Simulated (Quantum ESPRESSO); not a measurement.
# Band energies of WO₃ at +2 % isotropic strain

```
CELL_PARAMETERS angstrom
      3.87086     0.00000     0.00000
      0.00000     3.87086     0.00000
      0.00000     0.00000     3.87086
ATOMIC_POSITIONS crystal
  O  0.00000 0.00000 0.50000
  O  0.50000 0.00000 0.00000
  O  0.00000 0.50000 0.00000
  W  0.00000 0.00000 0.00000
```

norm-conserving PBEsol (Quantum ESPRESSO, 84 Ry, without SOC); path ΓXMΓRX,MR; energies in eV from the valence-band maximum.

```
k (1/Å)  point  band 12  band 13  band 14  band 15  band 16  band 17  band 18  band 19
-------  -----  -------  -------  -------  -------  -------  -------  -------  -------
0.00         Γ    -1.09    -1.09    -1.03    -1.03    -1.03     0.53     0.53     0.53
0.46              -2.41    -2.04    -1.26    -1.04    -1.04     0.56     2.74     2.74
0.81         X    -2.72    -2.30    -1.36    -1.03    -1.03     0.57     3.80     3.80
1.04              -2.77    -1.98    -1.61    -1.33    -1.03     1.43     3.80     3.96
1.51              -3.27    -2.31    -1.79    -1.76    -0.05     3.68     3.82     4.99
1.62         M    -3.31    -2.33    -1.78    -1.78    -0.01     3.82     3.82     5.08
2.04              -2.91    -2.14    -1.70    -1.67    -0.44     2.96     3.08     4.00
2.56              -1.48    -1.28    -1.26    -1.20    -1.05     0.91     1.00     1.24
2.77         Γ    -1.09    -1.09    -1.03    -1.03    -1.03     0.53     0.53     0.53
2.97              -1.60    -1.50    -1.13    -1.13    -1.04     0.97     1.05     1.05
3.47              -3.77    -3.77    -0.85    -0.85    -0.57     3.07     3.33     3.33
3.88              -4.84    -4.84    -0.21    -0.21    -0.13     4.62     4.72     4.72
4.18         R    -5.09    -5.09     0.00     0.00     0.00     5.10     5.10     5.10
4.37              -5.01    -4.94    -0.11    -0.08    -0.04     4.85     4.95     5.00
4.85              -4.20    -3.27    -1.01    -0.91    -0.60     2.74     4.09     4.21
5.23              -2.79    -2.19    -1.30    -1.22    -1.06     0.76     3.81     3.81
5.32         X    -2.72    -2.30    -1.36    -1.03    -1.03     0.57     3.80     3.80
5.32         M    -3.31    -2.33    -1.78    -1.78    -0.01     3.82     3.82     5.08
5.63              -4.13    -3.92    -0.91    -0.91    -0.01     4.10     4.10     5.09
6.14         R    -5.09    -5.09     0.00     0.00     0.00     5.10     5.10     5.10
```

The PBEsol gap is indirect, 0.53 eV, from R to Γ; the smallest direct gap is 1.55 eV. Another valence extremum on the path lies within 0.02 eV, too close to call.

Spin-orbit coupling is left out, which matters for elements this heavy: edges can move by tenths of an eV. The cell is held in this high symmetry; tilts and polar distortions were not searched.

Geometry strained from the cell relaxed with PBEsol, atoms relaxed again.

The structure is a Materials Project entry; no match was found in the copy of COD used, and its stability was not checked.
